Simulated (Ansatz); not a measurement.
Si in space group P6_3/mmc (No. 194; Si on 4f), DFT-LDA in the program Ansatz with PAW potentials. The conduction-band minimum lies at M, with 3 equivalent valleys. Second derivatives d²E/dk² of the lowest band at one valley (eV·Å²), along Cartesian directions:

| direction | d²E/dk² |
|---|---|
| [100] | 71.42 |
| [010] | 7.209 |
| [001] | 6.932 |
| [110] | 39.34 |
| [101] | 39.20 |
| [011] | 7.069 |

### Question
Find the principal effective masses, the density-of-states mass and the conductivity mass.

### Answer
Off-diagonal terms follow from H_xy = H[110] − (H_xx + H_yy)/2, and m*/mₑ = 7.620 eV·Å² over each eigenvalue: 0.11, 1.1, 1.1. One valley's DOS mass (m₁m₂m₃)^(1/3) = 0.50, conductivity mass 3/(Σ 1/mᵢ) = 0.27 mₑ.

### Question
What effective density of states Nc follows at 300 K for parabolic valleys?

### Answer
Nc = 2.509e19 × 3 × (0.50)^(3/2) ≈ 2.7e19 cm⁻³.

### Question
With the computed static dielectric constant 13.3 (mean of the diagonal), estimate a hydrogenic donor's binding energy and radius.

### Answer
E = 13.606 eV × 0.27/13.3² ≈ 21 meV; a = 0.529 Å × ε/m* ≈ 26 Å. Semilocal masses tend to be too small when the gap is underestimated.

The first step of the workflow began from a Materials Project structure, measured or hypothetical; the Crystallography Open Database copy checked does not list it. It is not the phase usual at ambient conditions (space group No. 227). The cell was relaxed with LDA under the symmetry of its start; its stability against distortions is not shown here.

Potentials: the earlier of the program's two PAW sets. The files were generated under PBE; for other functionals the program regenerates the frozen cores, and for LDA and PBEsol the local potential too.
